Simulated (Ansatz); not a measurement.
PbS in space group P-6m2 (No. 187; Pb on 1a, S on 1f) under volume change, DFT-r²SCAN in the program Ansatz with PAW potentials, shape and atoms relaxed at each volume.

```
V (Å³/atom)  E − E(relaxed) (meV/atom)  P (GPa)
-----------  -------------------------  -------
24.473                            37.7     5.43
25.280                            16.2     3.21
26.087                             ___      ___
26.894                             0.0     0.00
27.700                             3.8    -1.45
28.507                            14.4    -2.73
29.314                             ___      ___
```

Question: Fill in the missing entries.

Answer: 
- 29.314, E − E(relaxed) (meV/atom): 30.9
- 29.314, P (GPa): -3.81
- 26.087, E − E(relaxed) (meV/atom): 4.1
- 26.087, P (GPa): 1.62

Question: What does a third-order Birch–Murnaghan fit give for V₀, B₀ and B′?

Answer: V₀ = 26.87 Å³/atom, B₀ = 50.1 GPa, B′ = 3.0.

The workflow started from a Materials Project entry (that database holds measured and hypothetical structures alike); the Crystallography Open Database copy checked does not list it. It is not the phase usual at ambient conditions (space group No. 225). Symmetry was held in the r²SCAN relaxation; whether a distortion lowers the energy is not shown. Scalar-relativistic: spin–orbit coupling is off unless named, which matters more the heavier the elements.

Potentials: the later of the program's two PAW sets.
